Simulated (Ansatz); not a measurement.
Hf2CS in space group P6_3/mmc (No. 194; Hf on 4f, C on 2a, S on 2d), the program Ansatz at the PBE level (PAW), all energies at zero smearing, with the estimated change up to a 700 eV cutoff added, with one set of potentials and settings (totals compare only within such a set). Cell of 8 atoms (4 Hf, 2 C, 2 S): -65202.017 eV.

```json
[
 {"element": "Hf", "reference phase": "P6_3/mmc, 2 atoms in the cell", "E (eV/atom)": "-15721.3637"},
 {"element": "C", "reference phase": "P6_3/mmc, 4 atoms in the cell", "E (eV/atom)": "-250.9479"},
 {"element": "S", "reference phase": "Fddd, 32 atoms in the cell", "E (eV/atom)": "-902.0599"}
]
```

Formation energy per atom, worked out: (-65202.017 − 4×(-15721.3637) − 2×(-250.9479) − 2×(-902.0599))/8 = -1.318 eV/atom (-127 kJ per mol of atoms), at 0 K, without zero-point energy or fitted corrections.

The first step of the workflow began from a Materials Project structure, measured or hypothetical; the Crystallography Open Database copy checked does not list it. Whether it is the stable phase at ambient conditions was not checked. Symmetry was held in the PBE relaxation; whether a distortion lowers the energy is not shown. No spin polarisation was allowed. The references are the lowest solids computed at this level, not always the standard phases. Spin–orbit coupling is left out wherever it is not named.

Potentials: the later of the program's two PAW sets.
